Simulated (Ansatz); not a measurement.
GeW2:
```
GeW2
1.0
    4.54273     0.00000     0.00000
   -2.27136     3.93412     0.00000
    0.00000     0.00000     5.26219
Ge W
2 4
Direct
  0.33333   0.66667   0.25000
  0.66667   0.33333   0.75000
  0.00000   0.00000   0.00000
  0.00000   0.00000   0.50000
  0.33333   0.66667   0.75000
  0.66667   0.33333   0.25000
```

Relaxed with PBE. Special points in fractions of this cell's reciprocal vectors: Γ (0.000, 0.000, 0.000); M (0.500, 0.000, 0.000); K (0.333, 0.333, 0.000); A (0.000, 0.000, 0.500); L (0.500, 0.000, 0.500); H (0.333, 0.333, 0.500).

Problem. List the band energies nearest the Fermi level at these points for DFT-PBE in the program Ansatz with PAW potentials.

Solution. In eV from the Fermi level; about four levels below and three above (degenerate sets whole), none deeper than 8.9 eV; points with the same levels are listed once.

| k | below | above |
|---|---|---|
| Γ | -3.78 -3.78 -3.30 -3.30 -0.07 | 0.01 0.01 0.09 |
| M | -1.49 -0.89 -0.76 -0.36 | 0.72 1.25 1.27 |
| K | -1.12 -1.12 -0.78 -0.38 -0.38 | 0.64 0.64 0.84 |
| A | -2.95 -2.95 -2.95 -2.95 -1.25 -1.25 | 1.19 1.19 1.19 1.19 |
| L | -1.43 -1.43 -0.52 -0.52 | 0.29 0.29 0.50 0.50 |
| H | -1.91 -1.91 -0.84 -0.84 | 0.46 0.46 0.50 0.50 |

Space group P6_3/mmc. A made-up cell: these elements were put on the sites of a structure type; neither database checked (COD, Materials Project) lists it. Whether it is the stable phase at ambient conditions was not checked. Symmetry was held in the PBE relaxation; its stability against distortions is not shown here. No spin polarisation was allowed. Scalar-relativistic: spin–orbit coupling is off unless named, which matters more the heavier the elements.

Potentials: the later of the program's two PAW sets.
